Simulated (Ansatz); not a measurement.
Ta$_{2}$C in space group P4/nmm (No. 129; Ta on 2a, Ta on 2c, C on 2c) at seven volumes, plane-wave PAW r²SCAN (Ansatz code), shape and atoms relaxed at each. One row is withheld.

| V (Å³/atom) | P (GPa) |
|---|---|
| 12.106 | 30.19 |
| 12.505 | 18.46 |
| 12.905 | 8.49 |
| 13.304 | 0.00 |
| 13.703 | ? |
| 14.102 | -13.47 |
| 14.501 | -18.76 |

Question: Fit the shown pressures and predict the withheld one.

Answer: P = (3/2)B₀(x^(7/2) − x^(5/2))[1 + (3/4)(B′ − 4)(x − 1)] with x = (V₀/V)^(2/3). Least squares on the six rows gives V₀ = 13.303 Å³/atom, B₀ = 262 GPa, B′ = 4.27. At V = 13.703, x = 0.9804 and P = -7.29 GPa. The run itself gave -7.27 GPa.

A made-up cell: these elements were put on the sites of a structure type; neither database checked (COD, Materials Project) lists it. COD files the formula under space group No. 164, so this cell is another polymorph or a model. Its standing as an ambient phase is unchecked. Symmetry was held in the r²SCAN relaxation; its stability against distortions is not shown here. No spin polarisation was allowed. Scalar-relativistic: spin–orbit coupling is off unless named, which matters more the heavier the elements.

Potentials: the earlier of the program's two PAW sets.
